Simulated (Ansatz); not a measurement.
## Profile along the Ba–F line in BaF2 (fluorite)

BaF2 (fluorite), conventional cell a = b = c = 6.2463 Å, α = β = γ = 90.00°. The calculation uses the primitive cell of 3 atoms, to which meshes and values per cell refer.

Fields along a shortest Ba–F line of a {110} plane (2.70 Å), from Ba to F, interpolated on the slice's grid (step about 0.3 Å). These are PBE (plane waves to 420 eV, PAW, scalar-relativistic; Ansatz, a quantum-chemistry and plane-wave program) values and carry that method's errors. k mesh 9×9×9. Inside the PAW spheres the values are not all-electron values, and peaks at nuclei hang on which shells count as valence. BaF2 was relaxed with its symmetry unable to fall.

| distance from Ba (Å) | valence electron density (e/Å³) | electron localisation function |
|---|---|---|
| 0.00 | 0.26 | x |
| 0.14 | 0.28 | x |
| 0.27 | 0.51 | x |
| 0.41 | 0.92 | x |
| 0.54 | 1.29 | 0.56 |
| 0.68 | 1.40 | 0.78 |
| 0.81 | 1.24 | 0.87 |
| 0.95 | 0.91 | 0.88 |
| 1.08 | 0.58 | 0.76 |
| 1.22 | 0.35 | 0.48 |
| 1.35 | 0.23 | 0.18 |
| 1.49 | 0.19 | 0.07 |
| 1.62 | 0.22 | 0.16 |
| 1.76 | 0.35 | 0.41 |
| 1.89 | 0.66 | 0.66 |
| 2.03 | 1.34 | 0.80 |
| 2.16 | 2.85 | 0.81 |
| 2.30 | 5.77 | x |
| 2.43 | 9.72 | x |
| 2.57 | 12.89 | x |
| 2.70 | 14.01 | x |

x: too close to a nucleus for the ELF to mean much.

Density on the Ba–F line (2.70 Å) at its density minimum, 1.5 Å from Ba: 0.19 e/Å³. ELF at that point: 0.1. Character of the Ba–F contact (rough rule: ELF there above 0.7 covalent, below 0.2 ionic, polar between): closed-shell (ionic).
